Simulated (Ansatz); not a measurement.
**A crystal of composition Br2 at more than one level of theory**

Plane-wave PAW calculations in Ansatz, scalar-relativistic unless spin-orbit coupling is named; Γ-centred meshes, relaxations with the symmetry kept. Pressure is positive in compression. No spin polarisation at the first level.

Settings: cutoff 420 eV, Γ-centred mesh 6×6×4 on the computed 4-atom cell, Gaussian smearing of 0.02 eV; no spin polarisation.

Structure relaxed with PBE+D3(BJ):

Space group Cmce (No. 64). a = 6.993 Å, b = 4.148 Å, c = 8.578 Å, α = 90.00°, β = 90.00°, γ = 90.00°
| atom | site | symmetry | x | y | z |
| --- | --- | --- | --- | --- | --- |
| Br | 8f | m.. | 0.5000 | 0.6510 | 0.1191 |

Q: What changes with r2SCAN+D3(BJ) (relaxed anew)?

A:
```
        level cell cutoff (eV) k mesh primitive cell V (Å³/atom) P (GPa; residual where relaxed) gap on mesh (eV)
   PBE+D3(BJ) relaxed          420   6×6×4  a = 4.07 Å, b = 4.07 Å, c = 8.58 Å, α = 90.00°, β = 90.00°, γ = 61.35°         31.1                             0.00              1.33
r2SCAN+D3(BJ) relaxed          500   6×6×4  a = 4.03 Å, b = 4.03 Å, c = 8.68 Å, α = 90.00°, β = 90.00°, γ = 62.90°         31.3                            -0.01              1.68
```

The start is a cell measured at 250 K (doi:10.1080/00268978400102741), with 33.99 Å³ an atom; a static calculation leaves out thermal expansion, so the difference isn't the functional's error alone.

The D3 damping used with r2SCAN was fitted together with a three-body term that is left out here.

Cost: 2 runs of about 2 core-minutes in all, on Arm Neoverse V1 (shared hosts).